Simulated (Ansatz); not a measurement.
Input:

Starting cell, Be (hcp, Mg type):

```
CELL_PARAMETERS angstrom
      4.52945     0.00000     0.00000
     -1.13236     1.96131     0.00000
      0.00000     0.00000     3.56124
ATOMIC_POSITIONS crystal
  Be 0.16667 0.66667 0.75000
  Be 0.66667 0.66667 0.75000
  Be 0.33333 0.33333 0.25000
  Be 0.83333 0.33333 0.25000
```

Scan: atom 3 (Be, nearest neighbour Be at 2.209 Å; its periodic images, 2.3 Å or more away, move with it) is displaced along Cartesian [111], direction (0.577, 0.577, 0.577) in Cartesian axes, by s. The other atoms stay.

Computed with PBE (plane waves to 420 eV, PAW, scalar-relativistic; Ansatz, a program for electronic structure). k mesh 19×19×11 (Γ-centred), Fermi-Dirac smearing 0.05 eV. Energies are smeared free energies. With partly filled bands, energies and forces of such displacements shift with the k mesh and the smearing. Be was relaxed with its symmetry unable to fall. ΔE is measured from the undisplaced structure.

The scan covers s from -0.440 to 0.440 Å in 11 points.

Task: Is the energy the same for displacements of ±0.440 Å, and if not, which side lies higher?

Result: Not even: the positive side lies higher at ±0.440 Å. With its periodic images moving along, the atom's site symmetry in this cell is mm2.

Task: What is the force constant k = d²E/ds² of this move at s = 0?

Result: 7.85 eV/Å².

(A displaced cell: forces are minus the slopes of the energy, force constants its curvatures, and phonons follow from these.)
